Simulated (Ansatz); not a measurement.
K2S (anti-fluorite), relaxed and computed with several functionals in Ansatz (plane waves, PAW).

| functional | a (Å) | gap (eV) | B₀ by P(V) fit (GPa) |
|---|---|---|---|
| HSE06 | 7.420 | 3.29 | 19.6 |
| PBE | 7.462 | 2.32 | 18.3 |
| LDA | … | … | … |

Question: Fill in the missing entries.

Answer: 
- LDA, a (Å): 7.191
- LDA, gap (eV): 2.31
- LDA, B₀ by P(V) fit (GPa): 23.5

All cells were relaxed under the symmetry of their starts (and spin orders); stability against distortions was not tested throughout.

Potentials: the later of the program's two PAW sets.

Ansatz (an electronic-structure program) is a plane-wave DFT program.
